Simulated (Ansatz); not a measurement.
Starting cell, Na (bcc, W type):

```
Na
1.0
   -4.22229     4.22229     4.22229
    2.11115    -2.11115     2.11115
    2.11115     2.11115    -2.11115
Na
2
Cartesian
  0.00000   0.00000   0.00000
  2.11115   2.11115   2.11115
```

The atoms are displaced by Q × the pattern below (from a DFPT mode at N = (0.5, 0.0, 0.0), largest move 1; Q in Å), at fixed cell. (q is in reciprocal vectors of the primitive cell; the cell shown is doubled to hold the pattern.)

```csv
atom,x,y,z
Na1,0.000,-0.707,-0.707
Na2,0.000,0.707,0.707
```

Method: r2SCAN (plane waves to 500 eV, PAW, scalar-relativistic; Ansatz, a program for electronic structure). k mesh 8×16×16 (Γ-centred), Fermi-Dirac smearing 0.05 eV. E stands for the smeared free energy. With partly filled bands, energies and forces of such displacements shift with the k mesh and the smearing. Na was relaxed with its symmetry unable to fall. The PAW data are Ansatz's earlier set. The zero of ΔE is the undisplaced structure. The last digit holds for this mesh only.

```
Q (Å)    ΔE (meV/cell)
-------  -------------
-0.1000       withheld
-0.0833          10.63
-0.0667           6.78
-0.0500           3.81
-0.0333           1.69
-0.0167           0.42
0.0000            0.00
0.0167            0.42
0.0333            1.69
0.0500            3.81
0.0667            6.78
0.0833           10.63
0.1000        withheld
```

Question: Fit an even polynomial form (powers 2, 4) to the given rows and predict ΔE at Q = 0.1000.

Answer: Least squares on the 11 given rows: ΔE = (1516)·Q² + (2231)·Q⁴, in meV/cell with Q in Å; root-mean-square residual 0.006 meV/cell. At 0.1000 the fit gives 15.38 meV/cell; the calculation gives 15.35 meV/cell, so the extrapolation is off by 0.03 (+0.2 %). The quadratic term alone would give 15.16 meV/cell.

(For displaced atoms, the force is minus the slope of the energy, and its curvature is a force constant, which sets phonon frequencies.)
